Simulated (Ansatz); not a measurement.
HfIr3:
```
CELL_PARAMETERS angstrom
      3.94204     0.00000     0.00000
      0.00000     3.94204     0.00000
      0.00000     0.00000     3.94204
ATOMIC_POSITIONS crystal
  Hf 0.00000 0.00000 0.00000
  Ir 0.00000 0.50000 0.50000
  Ir 0.50000 0.00000 0.50000
  Ir 0.50000 0.50000 0.00000
```

Relaxed with r²SCAN. Special points in fractions of this cell's reciprocal vectors: Γ (0.000, 0.000, 0.000); X (0.000, 0.500, 0.000); M (0.500, 0.500, 0.000); R (0.500, 0.500, 0.500).

Task: List the band energies nearest the Fermi level at these points for DFT-r²SCAN in the program Ansatz with PAW potentials.

Result: In eV from the Fermi level; about four levels below and three above (degenerate sets whole), none deeper than 8.9 eV; points with the same levels are listed once.

| k | below | above |
|---|---|---|
| Γ | -2.33 -2.33 -2.33 -0.04 -0.04 | 1.39 2.05 2.05 2.05 |
| X | -1.75 -1.21 -1.11 -1.11 | 0.32 2.05 2.16 2.16 |
| M | -1.68 -1.68 -1.62 -0.80 -0.59 | 3.10 3.10 3.49 3.49 |
| R | -2.43 -2.43 -2.43 -1.75 -1.75 -0.01 | 0.79 0.79 0.79 |

Space group Pm-3m (Cu3Au type). The first step of the workflow began from a Materials Project structure, measured or hypothetical; the Crystallography Open Database files this formula in space group No. 221, but the cells were not matched. Its standing as an ambient phase is unchecked. The cell was relaxed with r²SCAN under the symmetry of its start; whether a distortion lowers the energy is not shown. The run is not spin-polarised. Spin–orbit coupling is left out wherever it is not named.

Potentials: the later of the program's two PAW sets.
